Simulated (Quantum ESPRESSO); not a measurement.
pw.x input (Quantum ESPRESSO 7.5; LDA, PseudoDojo standard norm-conserving files, scalar-relativistic):

```
&CONTROL
  calculation = 'scf'
  pseudo_dir = './pseudo'
  outdir = './out'
  tprnfor = .true.
  tstress = .true.
/
&SYSTEM
  ibrav = 0
  nat = 10
  ntyp = 4
  ecutwfc = 84.0
  ecutrho = 336.0
  occupations = 'smearing'
  smearing = 'fd'
  degauss = 0.002
  nbnd = 49
/
&ELECTRONS
  conv_thr = 1e-09
/
ATOMIC_SPECIES
O 15.9990 O.upf
Ca 40.0780 Ca.upf
Te 127.6000 Te.upf
Ba 137.3270 Ba.upf
CELL_PARAMETERS angstrom
  0.000000000000   4.254325000000   4.254325000000
  4.254325000000   0.000000000000   4.254325000000
  4.254325000000   4.254325000000   0.000000000000
ATOMIC_POSITIONS crystal
O   0.729930000000   0.270070000000   0.729930000000
O   0.270070000000   0.729930000000   0.270070000000
O   0.729930000000   0.270070000000   0.270070000000
O   0.270070000000   0.729930000000   0.729930000000
O   0.729930000000   0.729930000000   0.270070000000
O   0.270070000000   0.270070000000   0.729930000000
Ca   0.000000000000   0.000000000000   0.000000000000
Te   0.500000000000   0.500000000000   0.500000000000
Ba   0.750000000000   0.750000000000   0.750000000000
Ba   0.250000000000   0.250000000000   0.250000000000
K_POINTS automatic
6 6 6 0 0 0
```

End of the output:

```
     total energy              =    -597.73958332 Ry
     estimated scf accuracy    <       0.00000632 Ry
     total energy              =    -597.73958563 Ry
     estimated scf accuracy    <       0.00000004 Ry
     total energy              =    -597.73958585 Ry
     estimated scf accuracy    <       0.00000002 Ry
[...]
     the Fermi energy is    10.4317 ev
!    total energy              =    -597.73958585 Ry
     estimated scf accuracy    <          1.7E-10 Ry
     smearing contrib. (-TS)   =      -0.00000000 Ry
     internal energy E=F+TS    =    -597.73958585 Ry
     The total energy is F=E-TS. E is the sum of the following terms:
     one-electron contribution =    -201.69063384 Ry
     hartree contribution      =     147.86203924 Ry
     xc contribution           =    -139.23215073 Ry
     ewald contribution        =    -404.67884052 Ry
     convergence has been achieved in  10 iterations
     Forces acting on atoms (cartesian axes, Ry/au):
     atom    1 type  1   force =    -0.00000000   -0.00988445    0.00000000
     atom    2 type  1   force =     0.00000000    0.00988445    0.00000000
     atom    3 type  1   force =     0.00988445    0.00000000    0.00000000
     atom    4 type  1   force =    -0.00988445    0.00000000   -0.00000000
     atom    5 type  1   force =     0.00000000   -0.00000000   -0.00988445
     atom    6 type  1   force =     0.00000000    0.00000000    0.00988445
     atom    7 type  2   force =     0.00000000    0.00000000   -0.00000000
     atom    8 type  3   force =     0.00000000    0.00000000    0.00000000
     atom    9 type  4   force =     0.00000000    0.00000000    0.00000000
     atom   10 type  4   force =    -0.00000000   -0.00000000   -0.00000000
     Total force =     0.024212     Total SCF correction =     0.000008
     Computing stress (Cartesian axis) and pressure
          total   stress  (Ry/bohr**3)                   (kbar)     P=      -94.38
  -0.00064160   0.00000000   0.00000000          -94.38        0.00        0.00
   0.00000000  -0.00064160   0.00000000            0.00      -94.38        0.00
   0.00000000   0.00000000  -0.00064160            0.00        0.00      -94.38
```
In a gapped system the printed Fermi energy is only some level inside the gap.

Spin-orbit coupling is not included.

Geometry of the Materials Project entry, not relaxed at this level.
